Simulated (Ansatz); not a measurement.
Values for one crystal, relaxed and computed with HSE06 (plane waves, PAW; program Ansatz); other levels are named.

| Property | Value |
|---|---|
| Volume per atom | 22.94 Å³ |
| Band gap | 1.29 eV (direct) |
| Gap with spin–orbit coupling | 1.17 eV (at the special points and the edges found without it) |
| Conduction-band minimum | at Γ |
| Pressure derivative B′ | 4.5 |
| Valence-band maximum | at Γ |
| Bulk modulus (Birch–Murnaghan fit) | 71.9 GPa |

Question: Which of these materials gives this?
A. GaN, rock salt
B. GaN, zinc blende
C. CdSe, wurtzite
D. GaAs, wurtzite

Answer: D, GaAs, wurtzite

Space group P6_3mc (wurtzite). A made-up cell: these elements were put on the sites of a structure type; the Crystallography Open Database copy checked does not list it. It is not the phase usual at ambient conditions (space group No. 216). The cell was relaxed with HSE06 under the symmetry of its start; its stability against distortions is not shown here. The hybrid was solved on a coarse mesh, the path and, where they were found, the r²SCAN edge points; its band edges are the extreme levels among these. Scalar-relativistic: spin–orbit coupling is off unless named, which matters more the heavier the elements.

Potentials: the later of the program's two PAW sets.
